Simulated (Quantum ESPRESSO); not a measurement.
Hf5Mo3, one composition in several site orders

A calculation, not a measurement. The program is pw.x of Quantum ESPRESSO 7.5 (plane-wave density functional theory). The cell is made up: eight metal atoms on a hexagonal close-packed lattice, with elements, volume, strain and displacements drawn at random and not relaxed, so it may be unstable or far from any real phase. PseudoDojo standard norm-conserving files set the functional (PBE unless stated); there is no spin polarisation or spin-orbit coupling, the Fermi-Dirac width of 0.25 eV means electrons at about 2900 K, and the masses in the input are unused placeholders. Heavy elements are run without spin-orbit coupling, which real alloys of them have. A spin test at this wide smearing found no moment, but such smearing suppresses magnetism that the real alloy may have.

The runs put one composition on the sites in different orders. Cell, positions, cutoff, mesh and smearing stay as in the input of run 1; sites are counted in its order. Stress in the tables is positive in tension.

Input of run 1:

```
&control calculation='scf', pseudo_dir='./dojo.nc.sr.pbe.v0_5.standard.upf', outdir='./o', disk_io='minimal', tprnfor=.true., tstress=.true. /
&system ibrav=0, nat=8, ntyp=2, nbnd=69, ecutwfc=79.96652505, nosym=.true., tot_charge=0,
 occupations='smearing', smearing='fd', degauss=0.0183746611
/
&electrons conv_thr=1.470e-08, electron_maxstep=70, mixing_beta=0.5 /
ATOMIC_SPECIES
Hf 1.0 Hf.upf
Mo 1.0 Mo.upf
CELL_PARAMETERS angstrom
-0.0733 5.2727 0.0483
3.1005 0.0037 5.0373
3.0277 -0.0883 -4.9932
ATOMIC_POSITIONS angstrom
Hf 0.1373 0.0649 0.0509
Hf 2.9475 -0.0799 0.139
Hf 2.886 1.6766 -2.4843
Mo 3.0963 1.7312 2.6162
Mo 1.4533 2.6648 0.0178
Mo 4.5043 2.5843 0.0184
Hf 1.5231 4.3642 -2.3862
Hf 1.527 4.3946 2.6061
K_POINTS automatic
5 5 5 1 1 1
```

| run | elements on sites 1 to 8 | free energy less that of run 1 (eV) | -TS (eV) | pressure (GPa) | stress xx (GPa) | stress yy (GPa) | stress zz (GPa) | stress yz (GPa) | stress xz (GPa) | stress xy (GPa) | iterations |
| --- | --- | --- | --- | --- | --- | --- | --- | --- | --- | --- | --- |
| 1 | Hf Hf Hf Mo Mo Mo Hf Hf | 0.000 | -2.284 | -1.55 | 0.93 | 3.94 | -0.21 | -0.30 | 0.16 | -0.79 | 17 |
| 2 | Mo Hf Hf Hf Mo Hf Mo Hf | -0.335 | -2.278 | -1.91 | 3.71 | 2.46 | -0.43 | 0.48 | 1.20 | 0.07 | 17 |
| 3 | Hf Hf Mo Hf Hf Hf Mo Mo | -0.042 | -2.186 | -1.64 | 1.33 | 0.92 | 2.66 | -0.55 | -0.20 | -0.37 | 18 |
| 4 | Mo Hf Mo Mo Hf Hf Hf Hf | -0.376 | -2.228 | -1.64 | 2.05 | 2.74 | 0.13 | 0.72 | 0.08 | -0.66 | 17 |

Forces Fx Fy Fz (eV/Å):

```
site              run 1              run 2             run 3              run 4
   1  -1.52 -0.15 -0.51    -0.27 0.13 0.02  -1.60 -0.62 0.55   -0.32 0.10 -0.02
   2    2.09 0.37 -0.26    0.74 0.20 -0.74   1.67 0.25 -0.36    0.95 1.62 -0.38
   3     0.64 0.68 0.18   0.53 -0.03 -0.07    0.11 0.02 0.17  -0.06 -0.42 -0.11
   4   -0.38 0.10 -0.35   -0.39 0.28 -0.05  -0.70 0.20 -0.88   0.09 -0.30 -0.25
   5     0.00 0.08 0.30  -0.11 -0.49 -0.04    0.19 0.05 0.41   -0.64 -1.25 0.55
   6    -0.11 0.10 0.17     0.31 0.23 0.59    0.14 0.23 0.03    0.57 -0.71 0.40
   7  -0.88 -0.81 -0.44   -0.32 -0.15 0.01   0.31 0.13 -0.24   -0.33 0.55 -0.73
   8    0.18 -0.36 0.90   -0.49 -0.17 0.28  -0.12 -0.25 0.31    -0.25 0.41 0.53
```

The sites are displaced and not relaxed, so the energy differences mix bonding between neighbours with strain and are not ordering energies. A rerun of one cell of this series at a higher cutoff and on a denser mesh moved values by no more than 0.003 eV in energy, 0.02 GPa in stress and 0.004 eV/Å in force, and a second program with other atomic files agreed on that cell to 2 % rms in force and 0.5 GPa in pressure.